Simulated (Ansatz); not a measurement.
An Ansatz (a first-principles code) run. Input:

Ansatz 0.2 input:
```yaml
crystal:
  lattice:
    - [1.8833300365, 1.0873411036, 5.6703240443]
    - [-1.8833300365, 1.0873411036, 5.6703240443]
    - [0.0, -2.1746822071, 5.6703240443]
  atoms:
    - { symbol: Cd, position: [0.0, 0.0, 0.0] }
    - { symbol: Cl, position: [0.7498832666, 0.7498832666, 0.7498832666] }
    - { symbol: Cl, position: [0.2501167334, 0.2501167334, 0.2501167334] }
kpoints:
  mp_grid: { grid: [6, 6, 6] }
hamiltonian:
  xc: hse06
  pseudopotentials: { kind: paw }
scf:
  n_extra_bands: 6
  occupations: { method: fixed }
output:
  eigenvalues: true
  eigenstates:
    e_range: [-9.0, 13.0]
    kpoints:
      - [0.0, 0.5, 0.5]  # VBM
      - [0.0, 0.0, 0.0]  # CBM
      - [0.0, 0.0, 0.0]  # GAMMA
      - [0.5, 0.5, 0.5]  # T
      - [0.5, 0.0, 0.0]  # L
      - [0.5, 0.0, 0.5]  # F
      - [0.3455906272, -0.3455906272, 0.0]  # S_0
      - [0.6544093728, 0.0, 0.3455906272]  # S_2
      - [0.5, -0.1911812545, 0.1911812545]  # H_0
      - [0.8088187455, 0.1911812545, 0.5]  # H_2
```

Output (shortened):

```
basis.fft_grid_basis auto: the FFT boxes are laid along the combinations [[1, 0, -1], [0, 1, -1], [0, 0, 1]] of the cell's own vectors, 3.767, 3.767 and 6.073 …
Pseudopotentials: kind: paw
Pseudopotential: Cd, paw, valence charge 20
Pseudopotential: Cl, paw, valence charge 7
Functional definition: HSE06
davidson cushion auto → on  (no smearing: the cushion is to keep the highest requested band from converging to the state above it …
Crystal: 3 atoms, lattice volume = 69.671 Å³
Basis set: ecut = 420 eV, 1357 PW (Γ), FFT grids on a1−a3, a2−a3, a3
Bands: 23, of which v1, the nominal top of the filled ones, is band 17 counted from 1 (16 counted from 0)
Symmetry: 12 space group operations
Space group: R-3m (ITA 166), of the structure as read, at distance tolerance 4.1e-5 Å
k-points: 32 of 216
PAW frozen core: Cd, regenerated for the run's functional, and the local potential with it
PAW frozen core: Cl, regenerated for the run's functional, and the local potential with it
Initial wavefunctions: pseudopotential atomic-orbital guess
Eigensolver: davidson
Functional: x = pbe(κ = 0.804, μ = 0.2195149727645171), c = pbe(β = 0.06672455060314922), warm-up for x = pbe(κ = 0.804, μ = 0.2195149727645171) + 0.25 (exact …
SCF iter   1: F=—  HF=-10416.603748 eV  |F-HF|=—  |Δ(HF+E_count)|=         —  Δρ=1.01e-3  dr2=4.80e-4  ethr=1.77e-3  ⟨swp⟩=2.0  Hψ=5221  notcnv=0
preconditioner: auto → none
iter 2 solved again at ethr=3.14e-8 eV; its pass at ethr=1.41e-6 eV (dr2=1.07e-5 eV) is discarded
SCF iter   2: F=-10416.603511 eV  HF=-10416.603491 eV  |F-HF|=1.99e-5  |Δ(HF+E_count)|=   2.57e-4  Δρ=2.13e-4  dr2=1.07e-5  ethr=3.14e-8  ⟨swp⟩=2.7  Hψ=4057  notcnv=0
SCF 1 stopped early in 2 iterations: F = -10416.603511 eV  dr2 = 1.07e-5
Crystal: 3 atoms, lattice volume = 69.671 Å³
Initial density: handed on by an earlier stage of this run
Initial wavefunctions: those handed on with the density
Functional: x = pbe(κ = 0.804, μ = 0.2195149727645171) + 0.25 (exact − pbe) at short range (hse, ω = 0.20786987370883472 Å⁻¹), c = pbe(β = 0.06672455060314922); HSE06 as pw.x's `hse` composes it (authors' and Libxc's form: `xc: wpbeh`)
Exchange kernel: α = 0.2500, screened, ω = 0.2079 Å⁻¹, Wigner–Seitz truncation, v(0) = 1046.5787 eV·Å³, q-mesh 6×6×6, nearest image of the exchange supercell L …
Frozen-core exchange: fock
SCF iter   1: F=—  HF=-10421.866934 eV  |F-HF|=—  |Δ(HF+E_count)|=         —  Δρ=5.98e-3  dr2=1.77e-2  ethr=3.13e-7  ⟨swp⟩=7.1  Hψ=4016  notcnv=0
preconditioner: auto → none
SCF iter   2: F=—  HF=-10421.862527 eV  |F-HF|=—  |Δ(HF+E_count)|=   4.41e-3  Δρ=2.31e-3  dr2=2.57e-3  ethr=3.13e-7  ⟨swp⟩=4.2  Hψ=2918  notcnv=0
SCF iter   3: F=—  HF=-10421.871172 eV  |F-HF|=—  |Δ(HF+E_count)|=   8.64e-3  Δρ=1.38e-3  dr2=9.10e-4  ethr=3.13e-7  ⟨swp⟩=4.2  Hψ=2822  notcnv=0
SCF iter   4: F=—  HF=-10421.870970 eV  |F-HF|=—  |Δ(HF+E_count)|=   2.02e-4  Δρ=2.62e-4  dr2=3.89e-5  ethr=3.13e-7  ⟨swp⟩=3.1  Hψ=2367  notcnv=0
SCF iter   5: F=—  HF=-10421.871082 eV  |F-HF|=—  |Δ(HF+E_count)|=   1.12e-4  Δρ=1.26e-4  dr2=9.80e-6  ethr=7.55e-8  ⟨swp⟩=4.0  Hψ=2287  notcnv=0
SCF iter   6: F=-10421.871080 eV  HF=-10421.871080 eV  |F-HF|=8.72e-8  |Δ(HF+E_count)|=   2.21e-6  Δρ=2.27e-5  dr2=8.64e-7  ethr=2.68e-8  ⟨swp⟩=3.0  Hψ=2031  notcnv=0
SCF 2 stopped early in 6 iterations: F = -10421.871080 eV  dr2 = 8.64e-7
hybrid outer 1: dexx = +9.727e-3 eV, tail = 2.78e-5 eV
Crystal: 3 atoms, lattice volume = 69.671 Å³
Exchange kernel: α = 0.2500, screened, ω = 0.2079 Å⁻¹, Wigner–Seitz truncation, v(0) = 1046.5787 eV·Å³, q-mesh 6×6×6, nearest image of the exchange supercell L …
Frozen-core exchange: fock
SCF iter   1: F=—  HF=-10421.871105 eV  |F-HF|=—  |Δ(HF+E_count)|=         —  Δρ=4.27e-5  dr2=2.96e-7  ethr=4.09e-7  ⟨swp⟩=3.0  Hψ=1818  notcnv=0
preconditioner: auto → none
SCF iter   2: F=-10421.871105 eV  HF=-10421.871105 eV  |F-HF|=2.29e-8  |Δ(HF+E_count)|=   2.20e-8  Δρ=1.64e-5  dr2=7.66e-8  ethr=8.33e-10  ⟨swp⟩=4.0  Hψ=2395  notcnv=0
SCF 3 converged in 2 iterations: F = -10421.871105 eV  dr2 = 7.66e-8
hybrid outer 2: dexx = +2.193e-7 eV, tail = 1.94e-7 eV, Δε = 2.89e-3 eV (about 2.87e-4 eV left of the loop's levels)
NSCF: frozen V_eff on 10 k-points
hybrid SCF converged: 2 outer / 8 inner (+2 warm-up), last move |dexx| = 2.19e-7 eV, tail = 1.94e-7 eV
Stability not checked (fock_operator)
Free energy (F): -10421.871105 eV
Frozen-core exchange: fock
Harris-Foulkes:  -10421.871105 eV  (|F-HF|=2.29e-8)
Internal energy: -10421.871105 eV  (E = F + TS)
E sigma→0 (E₀):  -10421.871105 eV
Fermi energy:    3.870268 eV
--- Per-component energies (eV) ---
  E_band       = -618.579870
  E_kinetic    = 829.549442
  E_local      = -4873.067316  (includes V_loc(G=0)·N_el)
  E_nonlocal   = 93.253312
  E_hartree    = 2208.453553
  E_xc         = -312.993501
  E_vxc        = -370.009402  (∫ρ·V_xc dr)
  E_exx        = -119.187387  (= α·E_x^exact, valence–valence)
  E_paw        = -5368.829449  (= ΣΔE_a)
  E_vpaw       = -476.823929  (= ΣTr[D̂ρ^β])
  E_aug_tail   = 0.000194  (compensation charges beyond the density's cutoff)
  E_ewald      = -2878.225648
  E_core_change = -0.824305  (= ΣΔE_core)
  E_smearing   =  0.000000  (= −TS)
  E_closure    =  0.000000  (closes the sum)
  Σ components = -10421.871105   (vs F -10421.871105, Δ=0.00e0)
  [band-id]    e_kinetic+e_local+e_nonlocal+2·e_hartree+e_vxc+2·e_exx+e_vpaw+e_augmentation_tail = -618.565367   (vs E_band -618.579870, Δ=1.45e-2)
--- Band table (eV; the first three rows and the last of 32) ---
  k-point 0: bands = ["-101.1266", "-60.8861", "-60.8861", "-60.8849", "-11.4951", "-10.5493", "-3.8063", "-3.8063", "-3.5719", "-3.2644", "-3.2644", "0.3699", "3.1173", "3.1173", "3.6123", "3.6235", "3.6235", "8.9712", "11.3355", "14.4826", "14.4826", "17.0674", "17.1438"]
  k-point 1: bands = ["-101.1266", "-60.8866", "-60.8862", "-60.8848", "-11.3436", "-10.5696", "-3.7523", "-3.6965", "-3.4798", "-3.2953", "-3.2628", "0.4618", "2.2985", "2.8946", "2.8967", "3.5559", "3.6474", "9.9045", "12.2438", "13.5428", "14.9923", "16.1680", "17.1697"]
  k-point 2: bands = ["-101.1266", "-60.8875", "-60.8864", "-60.8846", "-11.0082", "-10.6160", "-3.6923", "-3.5597", "-3.3392", "-3.2328", "-3.1949", "0.4891", "1.2772", "1.9553", "2.4185", "3.3521", "3.4766", "10.7152", "12.6584", "14.5155", "15.4828", "15.6841", "15.8395"]
  k-point 31: bands = ["-101.1267", "-60.8861", "-60.8861", "-60.8849", "-11.2593", "-10.8446", "-3.8012", "-3.8012", "-3.4933", "-3.2640", "-3.2640", "1.2023", "2.1926", "2.9452", "2.9452", "3.7834", "3.7834", "10.2675", "11.5317", "14.9003", "14.9003", "16.3935", "16.5720"]
  band table: 23 of 23 bands, residual norms ≤ 1.0e-3 eV
```

Cost: about 2.6 core-minutes (a rough figure) on shared cores.

The points marked VBM and CBM come from a semilocal run.

The first step of the workflow began from a Materials Project structure, measured or hypothetical; the Crystallography Open Database files this formula in space group No. 166, but the cells were not matched. Whether it is the stable phase at ambient conditions was not checked. The cell was relaxed with LDA under the symmetry of its start; its stability against distortions is not shown here. A crystal of weakly bound layers computed without a dispersion correction: the cell and the soft elastic constants depend strongly on that. Scalar-relativistic: spin–orbit coupling is off unless named, which matters more the heavier the elements.

Potentials: the later of the program's two PAW sets.

Ansatz is a plane-wave DFT program.
